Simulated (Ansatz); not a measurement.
Given:

AlCr2C:
```cif
data_C2Al2Cr4
_chemical_formula_sum 'Al2 Cr4 C2'
_space_group_name_H-M_alt 'P63/mmc'
_space_group_IT_number 194
_space_group_name_Hall '-P 6c 2c'
_cell_length_a 2.81250
_cell_length_b 2.81250
_cell_length_c 12.59488
_cell_angle_alpha 90.000
_cell_angle_beta 90.000
_cell_angle_gamma 120.000
loop_
_atom_site_label
_atom_site_type_symbol
_atom_site_symmetry_multiplicity
_atom_site_Wyckoff_symbol
_atom_site_fract_x
_atom_site_fract_y
_atom_site_fract_z
_atom_site_occupancy
Al1 Al 2 d 0.66667 0.33333 0.25000 1
Cr1 Cr 4 f 0.33333 0.66667 0.08433 1
C1 C 2 a 0.00000 0.00000 0.00000 1
```

This is the PBEsol-relaxed structure.

Q: All from DFT-PBEsol in the program Ansatz with PAW potentials, unless another level is named. Estimate the electronic character.

A: metallic (no gap).

Q: Next, the formation energy from the elements (no fitted shifts)?

A: -0.23 eV/atom.

Q: And the density of states at the Fermi level?

A: 0.72 states/eV per atom (mean over ±0.08 eV).

Space group P6_3/mmc. Symmetry was held in the PBEsol relaxation. No spin polarisation was allowed. The references are the lowest solids computed at this level, not always the standard phases.

Potentials: the earlier of the program's two PAW sets. The files were generated under PBE; for other functionals the program regenerates the frozen cores, and for LDA and PBEsol the local potential too.
